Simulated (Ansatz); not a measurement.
BaTiO3 (tetragonal-perovskite type, space group P4mm)

```
BaTiO3
1.0
    3.98510     0.00000     0.00000
    0.00000     3.98510     0.00000
    0.00000     0.00000     4.20426
Ti Ba O
1 1 3
Direct
  0.50000   0.50000   0.45787
  0.00000   0.00000   0.94066
  0.50000   0.50000   0.88874
  0.50000   0.00000   0.40937
  0.00000   0.50000   0.40937
```

In this cell atom 5 (O, nearest neighbour Ti at 2.003 Å; its periodic images, 4.0 Å or more away, move with it) is moved by s along Cartesian [111], unit vector (0.577, 0.577, 0.577); all other atoms and the cell stay fixed.

These are PBE (plane waves to 420 eV, PAW, scalar-relativistic; Ansatz, a program for electronic structure) values and carry that method's errors. k mesh 7×7×6 (Γ-centred), Fermi-Dirac smearing 0.05 eV. E stands for the smeared free energy. F∥ is the force on the atom along that direction. BaTiO3 is run without spin polarisation. BaTiO3 was relaxed with its symmetry unable to fall. The PAW data are Ansatz's earlier set. The zero of ΔE is the undisplaced structure.

Question: Estimate the ΔE (meV/cell) and F∥ (eV/Å) for s (Å) = -0.400, -0.320, 0.080, 0.160, 0.400.

Answer: 
```csv
s (Å),ΔE (meV/cell),F∥ (eV/Å)
-0.400,475,2.570
-0.320,294,1.949
0.080,17,-0.439
0.160,71,-0.906
0.400,485,-2.647
```

(A displaced cell: forces are minus the slopes of the energy, force constants its curvatures, and phonons follow from these.)
